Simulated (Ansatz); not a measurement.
Geometry optimisation in Ansatz: input, command and trajectory.

```yaml
crystal:
  lattice:
    - [2.1432990152, -5.2837738283, 0.0]
    - [2.1432990152, 5.2837738283, 0.0]
    - [0.0, 0.0, 3.83365494]
  atoms:
    - { symbol: "Y", position: [0.14062782, 0.85937218, 0.25] }
    - { symbol: "Y", position: [0.85937218, 0.14062782, 0.75] }
    - { symbol: Si, position: [0.42447612, 0.57552388, 0.25] }
    - { symbol: Si, position: [0.57552388, 0.42447612, 0.75] }
basis:
  ecutwfc: 500
kpoints:
  mp_grid: { grid: [10, 10, 12] }
hamiltonian:
  xc: r2scan
scf:
  occupations: { method: gaussian, width: 0.1 }
output:
  forces: true
  stress: true
  eigenvalues: true
relax:
  adjacent_minimum: "off"
  f_tol: 0.005
  max_steps: 80
  cell: { stress_tol: 0.05 }
```

```bash
ansatz run input.yaml --threads 1 --pin off --max-ram 2560MiB --backend cpu --events-out ev --progress --plain --runs-dir out
```

Method: Ansatz 0.2.0, DFT r2SCAN, scalar-relativistic, plane waves, PAW.

Of 6 frames 5 are shown, positions in Å and forces in eV/Å; the SCF threshold varies from step to step. Steps run on the plane waves of an earlier cell, with a Pulay correction in the pressure. The basis is chosen afresh for the last frame, the zero of the energies, and at times for earlier ones too; energy and pressure step there, also at an unchanged geometry. The mark taken_back stands on steps that the optimiser undid.

```xyz
4
Lattice="2.1433 -5.2838 0.0000 2.1433 5.2838 0.0000 0.0000 0.0000 3.8337" Properties=species:S:1:pos:R:3:forces:R:3 pbc="T T T" step=1 free_energy_over_end_meV_per_atom=0.09 pressure_GPa=0.11
Y     2.1433    3.7977    0.9584    0.0000    0.0200    0.0000
Y     2.1433   -3.7977    2.8752    0.0000   -0.0200    0.0000
Si    2.1433    0.7981    0.9584    0.0000    0.0121    0.0000
Si    2.1433   -0.7981    2.8752    0.0000   -0.0121    0.0000
4
Lattice="2.1439 -5.2705 0.0000 2.1439 5.2705 0.0000 0.0000 0.0000 3.8504" Properties=species:S:1:pos:R:3:forces:R:3 pbc="T T T" step=2 free_energy_over_end_meV_per_atom=0.16 pressure_GPa=-0.07 taken_back
Y     2.1439    3.7959    0.9626    0.0000   -0.0468    0.0000
Y     2.1439   -3.7959    2.8878    0.0000    0.0468    0.0000
Si    2.1439    0.7960    0.9626    0.0000    0.0386    0.0000
Si    2.1439   -0.7960    2.8878    0.0000   -0.0386    0.0000
4
Lattice="2.1427 -5.2792 0.0000 2.1427 5.2792 0.0000 0.0000 0.0000 3.8417" Properties=species:S:1:pos:R:3:forces:R:3 pbc="T T T" step=3 free_energy_over_end_meV_per_atom=0.01 pressure_GPa=0.02
Y     2.1427    3.7969    0.9604    0.0000    0.0004    0.0000
Y     2.1427   -3.7969    2.8813    0.0000   -0.0004    0.0000
Si    2.1427    0.7980    0.9604    0.0000    0.0138    0.0000
Si    2.1427   -0.7980    2.8813    0.0000   -0.0138    0.0000
4
Lattice="2.1426 -5.2788 0.0000 2.1426 5.2788 0.0000 0.0000 0.0000 3.8430" Properties=species:S:1:pos:R:3:forces:R:3 pbc="T T T" step=4 free_energy_over_end_meV_per_atom=0.00 pressure_GPa=0.00
Y     2.1426    3.7971    0.9607    0.0000   -0.0019    0.0000
Y     2.1426   -3.7971    2.8822    0.0000    0.0019    0.0000
Si    2.1426    0.7986    0.9607    0.0000    0.0069    0.0000
Si    2.1426   -0.7986    2.8822    0.0000   -0.0069    0.0000
4
Lattice="2.1427 -5.2788 0.0000 2.1427 5.2788 0.0000 0.0000 0.0000 3.8429" Properties=species:S:1:pos:R:3:forces:R:3 pbc="T T T" step=6 free_energy_over_end_meV_per_atom=0.00 pressure_GPa=0.00
Y     2.1427    3.7972    0.9607    0.0000   -0.0004    0.0000
Y     2.1427   -3.7972    2.8822    0.0000    0.0004    0.0000
Si    2.1427    0.7994    0.9607    0.0000   -0.0015    0.0000
Si    2.1427   -0.7994    2.8822    0.0000    0.0015    0.0000
```

It took 4 min on 1 thread of Intel(R) Xeon(R) Platinum 8375C CPU @ 2.90GHz (Ice Lake), on a shared host, peak memory 0.99 GiB.